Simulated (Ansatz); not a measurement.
WS2 with Ta replacing W: which input changes reach the field gradients?

Cell: a supercell of WS2 (space group P6_3/mmc) built from a structure deposited in the COD (the entry's cell lengths or inner coordinates differ somewhat from later room-temperature determinations), with all atoms left at the host's positions.

```
Ta W S
1.0
     6.36000    0.00000    0.00000
    -4.77000    8.26188    0.00000
     0.00000    0.00000   12.50000
Ta W S
1 11 24
Direct
  0.16667 0.22222 0.25000
  0.16667 0.55556 0.25000
  0.16667 0.88889 0.25000
  0.66667 0.22222 0.25000
  0.66667 0.55556 0.25000
  0.66667 0.88889 0.25000
  0.33333 0.11111 0.75000
  0.33333 0.44444 0.75000
  0.33333 0.77778 0.75000
  0.83333 0.11111 0.75000
  0.83333 0.44444 0.75000
  0.83333 0.77778 0.75000
  0.16667 0.22222 0.62500
  0.16667 0.55556 0.62500
  0.16667 0.88889 0.62500
  0.66667 0.22222 0.62500
  0.66667 0.55556 0.62500
  0.66667 0.88889 0.62500
  0.33333 0.11111 0.12500
  0.33333 0.44444 0.12500
  0.33333 0.77778 0.12500
  0.83333 0.11111 0.12500
  0.83333 0.44444 0.12500
  0.83333 0.77778 0.12500
  0.16667 0.22222 0.87500
  0.16667 0.55556 0.87500
  0.16667 0.88889 0.87500
  0.66667 0.22222 0.87500
  0.66667 0.55556 0.87500
  0.66667 0.88889 0.87500
  0.33333 0.11111 0.37500
  0.33333 0.44444 0.37500
  0.33333 0.77778 0.37500
  0.83333 0.11111 0.37500
  0.83333 0.44444 0.37500
  0.83333 0.77778 0.37500
```

Atom numbers follow the list; atoms alike are taken as one site, whose name carries the number of the first.

Reference run. All values are calculated (Ansatz; DFT, PBE, plane waves and PAW, scalar-relativistic, 420 eV cutoff, Γ-centred 4×3×2 k-points, Fermi–Dirac smearing 0.01 eV, cell charge +1), not measured.

It gives V_zz (10²¹ V/m²) Ta -18.16 (η 0.03), W7 -16.39 (η 0.00), S20 -5.03 (η 0.61), among others. Each of these runs changes the input as listed (caps on SCF iterations aside):

A. hamiltonian.hubbard: not typed → {sites: [{species: W, l: d, u_eff: 3.0}], double_counting: amf}; scf.occupations.method: fermi_dirac → cold; magnetization: not typed → {spin_polarized: true}
B. accuracy: not typed → [1, 2]

Problem. How does each run end, and how far do the gradients move?

Solution. 

```tsv
run	Ta V_zz (η)	W7 V_zz (η)	S20 V_zz (η)	largest change of a gradient tensor, all atoms	note
A	-18.79 (0.03)	-17.38 (0.00)	-4.82 (0.61)	1.25	converged; absolute moment 0.0 → 0.2 μB
B	–	–	–	–	refused: expected string scalar
```

Run A moves a gradient tensor by up to 1.25, on W6 (V_zz from -15.65 to -16.90); against its own size the tensor moves most on W4 among sites above 0.3 (by 1.23, V_zz from -14.65 to -15.76). Run B holds a value of the wrong type.

Run A changes hamiltonian.hubbard, scf.occupations, magnetization together, so the table can't tell their shares apart.

On the reference run: The run isn't spin-polarised, and a state with spin may lie lower. The defect repeats with the cell of 36 atoms, so it feels its images: sites between two images don't show the values beside a lone defect, and zeros or small values of η there can come from the images' arrangement. S and W carry a gradient in the pure host already, so the values there aren't the defect's effect alone. A uniform background compensates the cell's charge. The defect cell has no gap above 0.1 eV on its mesh, so the values can hang on the smearing and the k-mesh. Without spin–orbit coupling the gradients at and beside Ta and W can be off by some per cent, at some sites by more. With these PAW files V_zz is typically within 2 to 3 % of all-electron values, but misses above 10 % occur on Ta. The neighbours have not yet relaxed around the defect (largest force 0.55 eV/Å), so a real crystal will differ.
